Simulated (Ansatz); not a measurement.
## Two inputs for BaTiO3 with nitrogen replacing O

Cell: a supercell of BaTiO3 (cubic perovskite type, Pm-3m) built from a refined structure from the COD, with all atoms left at the host's positions.

```cif
data_Ba8Ti8NO23
_symmetry_space_group_name_H-M 'P4/mmm'
_symmetry_Int_Tables_number 123
_cell_length_a 8.0120
_cell_length_b 8.0120
_cell_length_c 8.0120
_cell_angle_alpha 90.000
_cell_angle_beta 90.000
_cell_angle_gamma 90.000
loop_
_atom_site_label
_atom_site_type_symbol
_atom_site_symmetry_multiplicity
_atom_site_Wyckoff_symbol
_atom_site_fract_x
_atom_site_fract_y
_atom_site_fract_z
Ba1 Ba 4 j 0.2500 0.2500 0.0000
Ba5 Ba 4 k 0.2500 0.2500 0.5000
Ti9 Ti 2 g 0.0000 0.0000 0.7500
Ti10 Ti 4 i 0.0000 0.5000 0.7500
Ti12 Ti 2 h 0.5000 0.5000 0.7500
N N 1 a 0.0000 0.0000 0.0000
O18 O 2 f 0.0000 0.5000 0.0000
O20 O 1 c 0.5000 0.5000 0.0000
O21 O 1 b 0.0000 0.0000 0.5000
O22 O 2 e 0.0000 0.5000 0.5000
O24 O 1 d 0.5000 0.5000 0.5000
O25 O 8 s 0.2500 0.0000 0.7500
O26 O 8 t 0.2500 0.5000 0.7500
```

One atom of each set is listed.

Reference run. The numbers come from a DFT calculation in Ansatz (PBE, plane waves and PAW, scalar-relativistic, collinear spin, 420 eV cutoff, Γ-centred 3×3×3 k-points, Fermi–Dirac smearing 0.01 eV). Start moments as typed (μB): 1 on each N, none on the rest.

(1) The input is changed as follows: `basis.ecutrho_ratio`: not typed → 6; `basis.ecutwfc`: not typed → 36.7 Ry. What happens to V_zz (10²¹ V/m²) and η?

## Answers

(1) 

```
site  V_zz reference  η reference  V_zz changed  η changed
 Ba1            0.35         0.80          0.35       0.80
 Ba5           -0.25         0.82         -0.25       0.82
 Ti9           -3.17         0.00         -3.17       0.00
Ti10          -0.083         0.05        -0.083       0.05
   N           -5.40         0.00         -5.42       0.00
 O18            2.43         0.21          2.44       0.21
 O20            2.42         0.00          2.43       0.00
 O21            1.51         0.00          1.52       0.00
 O22            2.37         0.30          2.37       0.30
 O24            2.59         0.00          2.60       0.00
 O25            2.35         0.43          2.35       0.43
 O26            2.58         0.02          2.59       0.02
```

No V_zz moves by more than 0.01. The table leaves out 1 of the 13 sites, with |V_zz| up to 0.04; their tensors move by 0.01 at most along any direction. The statements above cover all sites. SCF iterations: 17 and 17.

On the reference run: The defect repeats with the cell of 40 atoms, so it feels its images: sites between two images don't show the values beside a lone defect, and zeros or small values of η there can come from the images' arrangement. O carries a gradient in the pure host already, so the values there aren't the defect's effect alone. This high-symmetry form of BaTiO3 is unstable when cold, to polar off-centring of Ti. The symmetry of the cell holds that distortion back, wholly or in part, and it would change the field gradients, the more the larger the distortion. The defect cell has no gap above 0.1 eV on its mesh, so the values can hang on the smearing and the k-mesh. Without spin–orbit coupling (the program notes it for Ba) the gradients can shift somewhat, as the gap is small. The neighbours have not yet relaxed around the defect (largest force 0.25 eV/Å), so a real crystal will differ.
